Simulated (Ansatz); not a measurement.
**TiC: clamped-ion strain scan**

Computed with DFT r2SCAN, scalar-relativistic, plane waves, PAW (Ansatz). Settings: plane waves to 500 eV, k-mesh 18×18×18 (Γ-centred), Gaussian smearing 0.15 eV. No spin polarisation. Energies are free energies at this smearing, counted from the undisturbed cell; pressure is positive in compression.

The undisturbed cell (as given, not relaxed at this level; it stands at 0.0 GPa):

```
Ti C
1.0
     0.00000    2.16400    2.16400
     2.16400    0.00000    2.16400
     2.16400    2.16400    0.00000
Ti C
1 1
Cartesian
  0.0000 0.0000 0.0000
  2.1640 2.1640 2.1640
```

The cell is strained by ε times the Voigt pattern (0, 0, 1, 0, 0, 0) (xx, yy, zz, yz, xz, xy; engineering shear) with fractional coordinates fixed. The cell is metallic on the mesh throughout.

| ε | ΔE (meV/atom) | stress summed along the pattern (GPa, tension positive) | pressure (GPa) |
| --- | --- | --- | --- |
| -0.1000 | 243.7 | -91.71 | 40.6 |
| -0.0750 | 124.7 | -60.07 | 27.3 |
| -0.0500 | 50.4 | -34.88 | 16.3 |
| -0.0250 | 11.4 | -15.18 | 7.3 |
| 0.0000 | 0.0 | 0.03 | 0.0 |
| 0.0250 | 9.6 | 11.53 | -5.9 |
| 0.0500 | 34.9 | 20.00 | -10.6 |
| 0.0750 | 71.6 | 26.10 | -14.3 |
| 0.0875 | 93.2 | 28.44 | -15.9 |
| 0.1000 | 116.5 | 30.38 | -17.2 |